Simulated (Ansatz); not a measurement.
**KB3H8 — B-11 NMR of the central transition**

Cell: an entry of the Crystallography Open Database (COD), ions relaxed with PBE at fixed cell.

```cif
data_KB3H8
_symmetry_space_group_name_H-M 'Cmcm'
_symmetry_Int_Tables_number 63
_cell_length_a 7.4256
_cell_length_b 8.0809
_cell_length_c 8.1959
_cell_angle_alpha 90.000
_cell_angle_beta 90.000
_cell_angle_gamma 90.000
loop_
_atom_site_label
_atom_site_type_symbol
_atom_site_symmetry_multiplicity
_atom_site_Wyckoff_symbol
_atom_site_fract_x
_atom_site_fract_y
_atom_site_fract_z
K K 4 c 0.5000 0.8346 0.7500
B3 B 8 f 0.5000 0.2195 0.6404
B7 B 4 c 0.5000 0.4088 0.7500
H9 H 16 h 0.3618 0.1589 0.5890
H17 H 8 f 0.5000 0.3626 0.5770
H21 H 8 g 0.8630 0.9901 0.7500
```

One atom of each set is listed; the run and its k-mesh use a cell of 24 atoms with edges of 5.49, 5.49, 8.20 Å.

Level of theory: DFT, PBE, plane waves and PAW, scalar-relativistic, 420 eV cutoff, Γ-centred 6×6×4 k-points, Fermi–Dirac smearing 0.05 eV (Ansatz 0.2.0).

B-11 has I = 3/2 and Q = 40.59 mb (Pyykkö 2018); at 16.4 T its Larmor frequency is ν₀ = 224.1 MHz. Only the quadrupole interaction is simulated: positions count from each site's isotropic chemical shift, and J coupling is left out, as are shift anisotropy and dipolar coupling, which fast spinning averages.

Question: Simulate the second-order pattern (fast magic-angle spinning, Gaussian broadening 0.05 kHz) of site B7 (4 H at 1.21–1.47 Å, 2 B at 1.77 Å).

Answer: The calculation gives C_Q = 2.13 MHz and η = 0.56, so ν_Q = 1.06 MHz and the centre of gravity lies at -2.48 ppm (-0.556 kHz).

```
offset (kHz)  height
      -1.393       0
      -1.346       2
      -1.300       7
      -1.254       9
      -1.207       9
      -1.161       9
      -1.115      10
      -1.068      20
      -1.022      27
      -0.976      29
      -0.929      31
      -0.883      34
      -0.837      38
      -0.790      45
      -0.744      75
      -0.698     100
      -0.651      78
      -0.605      71
      -0.559      70
      -0.512      74
      -0.466      87
      -0.420      91
      -0.373      70
      -0.327      60
      -0.281      53
      -0.234      49
      -0.188      45
      -0.142      42
      -0.096      40
      -0.049      27
      -0.003       4
       0.043       0
```

The relaxation (2 steps) took 45 s of wall time (40 s of CPU time) and 0.68 GiB at its peak, on 1 thread of Arm Neoverse V2 (aarch64; 8 cores open to the job, memory cap 2.5 GiB, no GPU), a shared host with a load of 0.3 a core.
